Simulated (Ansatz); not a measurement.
## Equation of state of WC

A database entry relaxed whole under r2SCAN (P-6m2):

```
CELL_PARAMETERS angstrom
2.91284 0.00000 0.00000
-1.45642 2.52259 0.00000
0.00000 0.00000 2.83618
ATOMIC_POSITIONS crystal
W 0.00000 0.00000 0.00000
C 0.66667 0.33333 0.50000
```

The cell was scaled uniformly, its shape held, and the atoms relaxed at each volume with plane-wave PAW DFT (Ansatz 0.2.0; r2SCAN, 500 eV, 13×13×12 Γ-centred mesh, fermi-dirac occupations of width 0.100 eV; no spin, no spin-orbit coupling). One row is withheld.

| volume (Å³/atom) | energy over the lowest (meV/atom) | pressure (GPa) |
| --- | --- | --- |
| 9.795 | 52.5 | 28.50 |
| 10.003 | 22.5 | 17.99 |
| 10.212 | 5.4 | 8.51 |
| 10.420 | 0.0 | -0.02 |
| 10.628 | ? | ? |
| 10.837 | 19.8 | -14.64 |
| 11.045 | 43.0 | -20.88 |

Fit the pressures of the other rows to the third-order Birch-Murnaghan form.

With f = [(V₀/V)^(2/3) − 1]/2 and P = 3B₀f(1 + 2f)^(5/2)[1 + 3(B₀′ − 4)f/2], least squares gives V₀ = 10.42 Å³ an atom, B₀ = 405 GPa and B₀′ = 4.2; the rows miss the fit by less than 0.01 GPa. The slope of the energies differs from these pressures by less than 0.05 GPa.

What does the withheld row hold?

The fit gives -7.70 GPa at 10.628 Å³; the run gave -7.71 GPa and 5.1 meV an atom.

Caveats: the shape of the cell was held, so B₀ is an upper bound where the axes differ in stiffness; 0 K, fixed nuclei; the symmetry was kept, and this need not be the phase that is stable at 0 K; one mesh for all volumes; pressure is positive in compression.
